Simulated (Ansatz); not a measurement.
Data:

C:
```yaml
crystal:
  lattice:
    - [-2.18398, 2.18398, 2.18398]
    - [2.18398, -2.18398, 2.18398]
    - [2.18398, 2.18398, -2.18398]
  atoms:
    - { symbol: C, position: [0.50000, 0.75000, 0.25000] }
    - { symbol: C, position: [0.25000, 0.50000, 0.75000] }
    - { symbol: C, position: [0.75000, 0.50000, 0.25000] }
    - { symbol: C, position: [0.50000, 0.25000, 0.75000] }
    - { symbol: C, position: [0.25000, 0.75000, 0.50000] }
    - { symbol: C, position: [0.75000, 0.25000, 0.50000] }
```

This is the r²SCAN-relaxed structure.

Question: All from DFT-r²SCAN in the program Ansatz with PAW potentials, unless another level is named. Give the bulk modulus (Birch–Murnaghan fit).

Answer: 344 GPa.

Question: Next, the elastic constants (relaxed ions, GPa)?

Answer: C11 = 841, C12 = 95.9, C44 = 315.

Space group Im-3m. The start of the workflow was typed in or built on a structure type; neither database checked (COD, Materials Project) lists it. It is not the phase usual at ambient conditions (space group No. 194, 227). The r²SCAN relaxation kept the symmetry of its start; its stability against distortions is not shown here.

Potentials: the earlier of the program's two PAW sets.
